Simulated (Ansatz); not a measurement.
AgAu3:
```xyz
4
Lattice="4.0728 0.0000 0.0000 0.0000 4.0728 0.0000 0.0000 0.0000 4.0728" Properties=species:S:1:pos:R:3 pbc="T T T"
Ag     2.0364     2.0364     2.0364
Au     2.0364     0.0000     0.0000
Au     0.0000     2.0364     0.0000
Au     0.0000     0.0000     2.0364
```

Relaxed with PBEsol. Special points in fractions of this cell's reciprocal vectors: Γ (0.000, 0.000, 0.000); X (0.000, 0.500, 0.000); M (0.500, 0.500, 0.000); R (0.500, 0.500, 0.500).

Task: List the band energies nearest the Fermi level at these points for PBEsol with spin–orbit coupling (plane waves, PAW; program Ansatz).

Result: In eV from the Fermi level; about four levels below and three above (degenerate sets whole), none deeper than 8.9 eV; points with the same levels are listed once.

```tsv
k	below	above
Γ	-1.16 -1.16 -1.16 -1.16	0.73 0.73 0.73 0.73
X	-2.05 -2.05 -1.56 -1.56	4.82 4.82 5.13 5.13
M	-0.14 -0.14 -0.01 -0.01	8.25 8.25 8.42 8.42
R	-1.17 -1.17 -1.17 -1.17 -0.62 -0.62	2.68 2.68 2.91 2.91 2.91 2.91
```

Space group Pm-3m (Cu3Au type). The first step of the workflow began from a Materials Project structure, measured or hypothetical; the Crystallography Open Database copy checked does not list it. Its standing as an ambient phase is unchecked. Symmetry was held in the PBEsol relaxation; its stability against distortions is not shown here. The run is not spin-polarised.

Potentials: the later of the program's two PAW sets.
